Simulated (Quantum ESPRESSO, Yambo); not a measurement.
Si (diamond, space group Fd-3m, No. 227) under isotropic strain of -3 % on all lattice vectors. The PBEsol cell relaxed from Materials Project entry mp-149 was given an isotropic strain of -3 % on all lattice vectors, and the atoms were relaxed again. Chain: norm-conserving PBEsol (Quantum ESPRESSO, 36 Ry, scalar-relativistic); G0W0 in Yambo (4×4×4 Γ-centred k mesh, 148 bands and a 14 Ry block in the screening, 148 bands in G with the Bruneval-Gonze terminator, plasmon pole fitted at 27.2 eV); BSE (10×10×10 mesh, 3 valence and 3 conduction bands, static screening with 18 bands and a 4 Ry block, scissor 0.75 eV, Tamm-Dancoff).

```
Item                                                                           Value
-----------------------------------------------  -----------------------------------
PBEsol gap (dense path)                                                      0.29 eV
PBEsol gap Γ → X on the GW mesh                                              0.40 eV
PBEsol smallest direct gap on the GW mesh, at Γ                              2.54 eV
G0W0 direct gap at that point                                                3.29 eV
G0W0 correction to the gap Γ → X                                             0.76 eV
lowest exciton                                   no binding energy given (see below)
```

Rough cost of the Yambo steps against G0W0 for 6 states: BSE about 3×.

Convergence of the G0W0 settings was not tested. The mesh misses a band edge: along a dense path the PBEsol gap is 0.29 eV against 0.40 eV on the mesh. The BSE states are vertical excitations (zero momentum); the indirect quasiparticle gap, about 1.06 eV, is smaller than the direct one (3.29 eV on the GW mesh). The lowest state covers only about 1 of the 1000 k points, so the mesh doesn't resolve it: its energy and its distance from the direct gap are mesh artefacts. An extended exciton needs a far denser mesh.
